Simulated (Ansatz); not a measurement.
HfO₂ (tetragonal-ZrO2 type, space group P4_2/nmc)

```
CELL_PARAMETERS angstrom
      3.57698     0.00000     0.00000
      0.00000     3.57698     0.00000
      0.00000     0.00000     5.20360
ATOMIC_POSITIONS crystal
  Hf 0.00000 0.00000 0.00000
  Hf 0.50000 0.50000 0.50000
  O  0.00000 0.50000 0.19607
  O  0.00000 0.50000 0.69607
  O  0.50000 0.00000 0.30393
  O  0.50000 0.00000 0.80393
```

The volume is varied about the relaxed value V₀ at fixed cell shape. The atoms relax within the cell's symmetry.

Calculation: r2SCAN (plane waves to 500 eV, PAW, scalar-relativistic; Ansatz, a quantum-chemistry and plane-wave program). k mesh 9×9×7 (Γ-centred), Fermi-Dirac smearing 0.05 eV. Compression counts positive. HfO2 is run without spin polarisation. HfO2 was relaxed with its symmetry unable to fall. Spin-orbit coupling is left out, though Hf is heavy. The PAW data are Ansatz's earlier set. This is a high-temperature form of HfO2.

At one point of the scan the stress tensor (GPa) is:

```
   -6.5      0.0      0.0
    0.0     -6.5      0.0
    0.0      0.0     -3.9
```

Q: Which point is it?
A. V/V₀ = 1.050
B. V/V₀ = 1.030
C. V/V₀ = 1.020
D. V/V₀ = 1.040

A: B, V/V₀ = 1.030

(Under strain, the slope of the energy per volume gives the stress and its curvature an elastic modulus.)
